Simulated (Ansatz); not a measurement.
## ZnC$_{2}$: relaxed-ion elastic tensor

Level of theory: Ansatz, DFT PBE, scalar-relativistic, plane waves, PAW. Settings: 420 eV plane-wave cutoff, Γ-centred 8×8×8 mesh, fixed occupations. No spin polarisation.

Relaxed structure:
```xyz
3
Lattice="-2.1503 2.1503 2.5132 2.1503 -2.1503 2.5132 2.1503 2.1503 -2.5132" Properties=species:S:1:pos:R:3 pbc="T T T"
Zn    0.0000    0.0000    0.0000
C     0.0000    0.0000    3.1329
C     0.0000    0.0000    1.8934
```

The cell was built by swapping an element in a database structure (itself possibly hypothetical) and relaxing; it need not be the stable form of this composition. The crystal is built of chains and no dispersion correction was added, so the binding between them is poorly described, and with it their spacing and whatever depends on it.

Problem. Give the relaxed-ion elastic constants (GPa, Voigt order xx yy zz yz xz xy, on the axes of the cell above).

Solution.
```
 18.3   6.9  29.5   0.0   0.0   0.0
  6.9  18.3  29.5   0.0   0.0   0.0
 29.6  29.6 589.8   0.0   0.0   0.0
  0.0   0.0   0.0  12.7   0.0   0.0
  0.0   0.0   0.0   0.0  12.7   0.0
  0.0   0.0   0.0   0.0   0.0   8.8
```

Problem. Is the crystal stable against homogeneous strain?

Solution. Yes: the least eigenvalue of the tensor is 8.8 GPa.

The same cell has imaginary optical modes at Γ (down to 20i cm⁻¹), so it is not a minimum of the energy.

Problem. And the moduli of a polycrystal (Hill averages)?

Solution. B = 48 GPa, G = 27 GPa, E = 69 GPa, ν = 0.26.